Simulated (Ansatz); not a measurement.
Structure: MgFBr as a Janus 2H monolayer, at its r2SCAN minimum. The sheet's in-plane cell has a = 3.405 Å, b = 3.405 Å (γ = 120.0°), and its outermost atoms lie 2.77 Å apart along the normal. Mg is surrounded by 3 F at 2.20 Å and 3 Br at 2.65 Å; F is surrounded by 3 Mg at 2.20 Å and 1 Br at 2.77 Å; Br is surrounded by 3 Mg at 2.65 Å and 1 F at 2.77 Å.

```yaml
crystal:
  lattice:
    - [3.40487, 0.00000, 0.00000]
    - [-1.70243, 2.94870, 0.00000]
    - [0.00000, 0.00000, 29.37415]
  atoms:
    - { symbol: Mg, position: [0.33333, 0.66667, 0.31515] }
    - { symbol: F, position: [0.66667, 0.33333, 0.34915] }
    - { symbol: Br, position: [0.66667, 0.33333, 0.25487] }
```
Periodic in the plane only; c spans the vacuum.

The questions ask for values computed with the PAW code Ansatz on this geometry. Simulation only: spin-unpolarised, and no claim that this is the phase found in nature.

Task: What gap does PBE give, and where are the band edges?

Result: With PBE the gap is 2.00 eV and direct, at Γ.

Task: What does LDA give for the gap (12×12×1 mesh)?

Result: LDA gives a direct gap of 1.78 eV at Γ. The gap differs by -0.22 eV from PBE's.

Task: What does PBE0 give for the gap (6×6×1 mesh)?

Result: PBE0 gives a direct gap of 3.81 eV at Γ. The gap differs by +1.81 eV from PBE's.

Task: How does the gap change from PBE to LC-ωPBE (6×6×1)?

Result: LC-ωPBE gives a direct gap of 8.09 eV at Γ. The gap differs by +6.09 eV from PBE's.

Task: Estimate the gap with Hartree-Fock on 6×6×1.

Result: The Hartree-Fock gap is direct at Γ: 8.55 eV. The gap differs by +6.55 eV from PBE's.

Task: Order these levels by the gap that they give, smallest first.
A. PBE
B. Hartree-Fock
C. r2SCAN
D. PBE0
E. LC-ωPBE
F. LDA
G. HSE06

Result: F (1.78 eV), A (2.00 eV), C (2.55 eV), G (3.09 eV), D (3.81 eV), E (8.09 eV), B (8.55 eV).

Spin-orbit coupling is left out.

The meshes of the hybrids are coarse, so their gaps aren't converged to the digits shown.

For some runs the program warns that the potential is rough where the density is thin, which bears on empty states near the vacuum.
